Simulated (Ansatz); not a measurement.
Relaxed-ion elastic tensor of SiGeC$_{2}$ in space group P-4m2 (No. 115; Ge on 1c, Si on 1a, C on 2g) in GPa (Voigt order), the program Ansatz at the PBEsol level (PAW); density 4.67 g/cm³, 11.09 Å³ per atom.

```json
[
 {"": "1", "1": "460", "2": "27.3", "3": "127", "4": "0.0", "5": "0.0", "6": "0.0"},
 {"": "2", "1": "27.3", "2": "460", "3": "127", "4": "0.0", "5": "0.0", "6": "0.0"},
 {"": "3", "1": "127", "2": "127", "3": "351", "4": "0.0", "5": "0.0", "6": "0.0"},
 {"": "4", "1": "0.0", "2": "0.0", "3": "0.0", "4": "212", "5": "0.0", "6": "0.0"},
 {"": "5", "1": "0.0", "2": "0.0", "3": "0.0", "4": "0.0", "5": "212", "6": "0.0"},
 {"": "6", "1": "0.0", "2": "0.0", "3": "0.0", "4": "0.0", "5": "0.0", "6": "117"}
]
```

### Question
Is the crystal mechanically stable?

### Answer
Yes: the smallest eigenvalue of C is 117 GPa.

### Question
Work out the Voigt, Reuss and Hill averages.

### Answer
K_V = 204, K_R = 204, K_H = 204; G_V = 174, G_R = 159, G_H = 167 GPa.

### Question
Give Young's modulus, Poisson's ratio, Pugh's ratio and the universal anisotropy index.

### Answer
E = 9KG/(3K + G) = 393 GPa; ν = 0.18; K/G = 1.22 (brittle by the Pugh limit of 1.75); A_U = 5G_V/G_R + K_V/K_R − 6 = 0.47.

### Question
Estimate the sound speeds and the Debye temperature.

### Answer
v_l = √((K + 4G/3)/ρ) = 9550 m/s, v_t = √(G/ρ) = 5980 m/s, mean 6580 m/s; Θ = (h/k)(3n/4πV)^(1/3) v_m = 879 K.

### Question
How much does each axis shrink under pressure?

### Answer
Linear compressibilities β_i = Σ_j S_ij (j = 1 to 3): x 1.6, y 1.6, z 1.7 per TPa.

The start of the workflow was typed in or built on a structure type; neither database checked (COD, Materials Project) lists it. Its standing as an ambient phase is unchecked. Symmetry was held in the PBEsol relaxation; its stability against distortions is not shown here.

Potentials: the later of the program's two PAW sets.
